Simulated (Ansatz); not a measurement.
**Two states of EuCo$_{2}$Sb$_{2}$**

```yaml
crystal:
  lattice:
    - [4.45098, 0.00000, 0.00000]
    - [-2.22549, 3.85467, 0.00000]
    - [0.00000, 0.00000, 7.46051]
  atoms:
    - { symbol: Sb, position: [0.33330, 0.66670, 0.26000] }
    - { symbol: Sb, position: [0.66670, 0.33330, 0.74000] }
    - { symbol: Co, position: [0.33330, 0.66670, 0.62000] }
    - { symbol: Co, position: [0.66670, 0.33330, 0.38000] }
    - { symbol: Eu, position: [0.00000, 0.00000, 0.00000] }
```

Single point in Ansatz 0.2.0 with PBE. Cutoff 420 eV, PAW datasets, 6×6×3 Γ-centred k mesh, gaussian filling (width 0.0442 eV).

State A: Co3 up, Co4 up, Eu5 up (collinear spin). State B: Co3 up, Co4 down, Eu5 up (collinear spin).

**Question.** Compare the two self-consistent states.

**Answer.** State B is lower by 5.0 meV an atom at zero smearing. So small a gap isn't resolved on this mesh where a state is a metal.

```json
{"state": "A", "free energy (meV/atom)": "5.0", "largest moment in a small sphere (μB)": "6.75", "net moment (μB/cell)": "9.85", "gap on mesh (eV)": "metal", "pressure (GPa)": "-7.0", "largest force (eV/Å)": "1.34"}
{"state": "B", "free energy (meV/atom)": "0.0", "largest moment in a small sphere (μB)": "6.73", "net moment (μB/cell)": "6.79", "gap on mesh (eV)": "metal", "pressure (GPa)": "-6.8", "largest force (eV/Å)": "1.52"}
```

Origin: a known structure type with other elements, at an estimated volume, so it need not be a known compound. Caveats: atoms or cell far from equilibrium; f shells without a U or exact exchange are poorly placed.
